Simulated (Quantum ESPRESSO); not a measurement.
# Planted mistakes on one cell of Zr2WF2O6

Calculated results; nothing here was measured. They come from pw.x of Quantum ESPRESSO 7.5, a plane-wave density functional program, with PseudoDojo standard norm-conserving files (v0.5 for PBE, v0.4.1 for LDA and PBEsol). The cells are made up: elements, strain and atom displacements were drawn at random, and nothing was relaxed. There is no spin polarisation, spin-orbit coupling or dispersion term.

The cell has 12 sites of a rutile lattice (two cells along c). Sites 1 to 4 hold Zr empty Zr W; sites 5 to 12 hold F O O F O O O O. Cell vectors in Å: (4.985, 0.000, 0.000); (0.000, 4.985, 0.000); (0.000, 0.000, 6.653). Settings: PBE, cutoff 1143 eV, 5 x 5 x 4 k mesh shifted by half a step, Fermi-Dirac smearing of 0.025 eV.

The intended run has a self-consistency threshold of 1e-07 eV, a smearing term of 0.000 eV, a pressure of -21.60 GPa and 20 iterations. Each further run changes one thing: all lengths scaled by 0.9849; atoms of sites 8 and 9 exchanged; cutoff 735 eV; files of PBEsol; k mesh 2 x 2 x 2; one electron added; smearing 0.41 eV; threshold 0.06 eV. A coarse mesh keeps the shift, and a charged cell sits in a uniform background.

| run | change of free energy (eV) | smearing term -TS (eV) | change of P (GPa) | largest change of a force component (eV/Å) | iterations |
| --- | --- | --- | --- | --- | --- |
| A | 1.067 | 0.000 | 0.96 | 3.717 | 22 |
| B | 0.041 | 0.000 | 0.11 | 0.126 | 9 |
| C | -0.896 | 0.000 | 4.42 | 0.433 | 20 |
| D | -0.588 | -1.651 | 1.70 | 0.955 | 19 |
| E | 3.186 | 0.000 | -18.28 | 0.031 | 21 |
| F | -0.008 | 0.000 | -0.01 | 0.044 | 20 |
| G | 16.324 | 0.000 | -4.09 | 0.172 | 20 |
| H | 7.027 | -0.025 | 13.75 | 1.049 | 18 |

A rerun of the intended cell at 1467 eV and k mesh 7 x 7 x 6 moved values by no more than 0.005 eV in the cell's energy, 0.02 GPa in stress and 0.002 eV/Å in force.

Question: which change belongs to which run?

## Worked reading

Run B has the fewest iterations, as a run stopped early does. Run D has the largest smearing term, as wide smearing gives. Run E has a higher energy and the largest fall in pressure, as too small a basis gives. Run C changes the volume by a factor of 0.9554; minus its pressure change over the logarithm of that factor, 97 GPa, is a rough bulk modulus with clamped atoms. Energies from files of another functional, or of a charged cell, have another zero and say nothing on stability; the pressure of a charged cell rests on the program's zero of potential too.

## Key

```
run,change
A,atoms of sites 8 and 9 exchanged
B,threshold 0.06 eV
C,all lengths scaled by 0.9849
D,smearing 0.41 eV
E,cutoff 735 eV
F,k mesh 2 x 2 x 2
G,files of PBEsol
H,one electron added
```